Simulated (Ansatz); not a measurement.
KMgF$_{3}$:
```xyz
5
Lattice="3.9913 0.0000 0.0000 0.0000 3.9913 0.0000 0.0000 0.0000 3.9913" Properties=species:S:1:pos:R:3 pbc="T T T"
K      1.9956     1.9956     1.9956
Mg     0.0000     0.0000     0.0000
F      1.9956     0.0000     0.0000
F      0.0000     1.9956     0.0000
F      0.0000     0.0000     1.9956
```

x, y and z are the axes in which the lattice vectors are written.

Question: Give the high-frequency dielectric tensor and the Born effective charge tensors of the independent atoms from DFPT, DFT-PBEsol in the program Ansatz with PAW potentials.

Answer: 
ε∞:
```
2.12  0.00  0.00
0.00  2.12  0.00
0.00  0.00  2.12
```
Z* of atom 1 (K), rows: field, columns: displacement, in e:
```
1.19  0.00  0.00
0.00  1.19  0.00
0.00  0.00  1.19
```
Z* of atom 2 (Mg), rows: field, columns: displacement, in e:
```
2.00  0.00  0.00
0.00  2.00  0.00
0.00  0.00  2.00
```
Z* of atom 3 (F), rows: field, columns: displacement, in e:
```
-1.28   0.00   0.00
 0.00  -0.96   0.00
 0.00   0.00  -0.96
```

Space group Pm-3m (cubic perovskite). The cell was relaxed with PBEsol under the symmetry of its start.

Potentials: the later of the program's two PAW sets.
